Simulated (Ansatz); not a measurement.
Antifluorite Ca2C, relaxed with r2SCAN in Ansatz. Space group Fm-3m (No. 225), cubic; conventional cell a = 6.257 Å, 20.42 Å³ an atom. Around C lie 8 Ca at 2.71 Å; around Ca lie 4 C at 2.71 Å.

The axes x, y and z are those of this cell:
```yaml
crystal:
  lattice:
    - [0.00000, 3.12858, 3.12858]
    - [3.12858, 0.00000, 3.12858]
    - [3.12858, 3.12858, 0.00000]
  atoms:
    - { symbol: C, position: [0.00000, 0.00000, 0.00000] }
    - { symbol: Ca, position: [0.25000, 0.25000, 0.25000] }
    - { symbol: Ca, position: [0.75000, 0.75000, 0.75000] }
```

Unstrained: With r2SCAN the gap is 0.413 eV and direct, at X. With HSE06 the gap is 0.825 eV and direct, at X. Meshes: r2SCAN 8×8×8, HSE06 6×6×6. Strains are changes of length per length, and xy shears are angles. After each strain the atoms were relaxed again with r2SCAN within the symmetry that the strain leaves, so tilts or polar shifts that break it weren't tested; points keep the names that they have in the unstrained zone. Spin-unpolarised throughout. Whether this structure exists isn't addressed.

Q: One strain changed the r2SCAN stress by xx +0.04, yy +0.04, zz +0.02, xy -0.45 GPa (compression positive) and the gap by -0.038 eV (r2SCAN), -0.039 eV (HSE06). Which kind of strain was it, and roughly how large?

A: Xy shear, engineering strain (angle) +2.5 %. The pattern of the stress gives the kind; the size needs the stiffness, so it is an estimate.

Q: One strain changed the r2SCAN stress by xx -2.01, yy -2.01, zz -2.01, xy -0.32, xz -0.32, yz -0.32 GPa (compression positive) and the gap by +0.011 eV (r2SCAN), +0.003 eV (HSE06). Which kind of strain was it, and roughly how large?

A: Uniaxial +4.0 % along [111], other directions held. The pattern of the stress gives the kind; the size needs the stiffness, so it is an estimate.

Q: Apply isotropic +2.0 % on every length. How far does the gap move, against the unstrained cell?

A: r2SCAN: the gap goes from 0.413 to 0.478 eV (+0.065 eV). HSE06: the gap goes from 0.825 to 0.878 eV (+0.053 eV). The r2SCAN energy rises by 12.6 meV an atom.

Q: Apply uniaxial +2.0 % along z, other directions held. How far does the gap move, against the unstrained cell?

A: r2SCAN: the gap goes from 0.413 to 0.334 eV (-0.079 eV). HSE06: the gap goes from 0.825 to 0.734 eV (-0.091 eV). The r2SCAN energy rises by 3.9 meV an atom.

Q: For epitaxial +1.5 % in the xy plane, how far does the free direction move, and what happens to the gap?

A: The normal strain at zero normal stress is -0.16 %, 0.11 of the in-plane strain with the sign turned. r2SCAN: the gap goes from 0.413 to 0.388 eV (-0.025 eV). HSE06: the gap goes from 0.825 to 0.789 eV (-0.036 eV).

The meshes of the hybrids are coarse, so their gaps aren't converged to the digits shown.
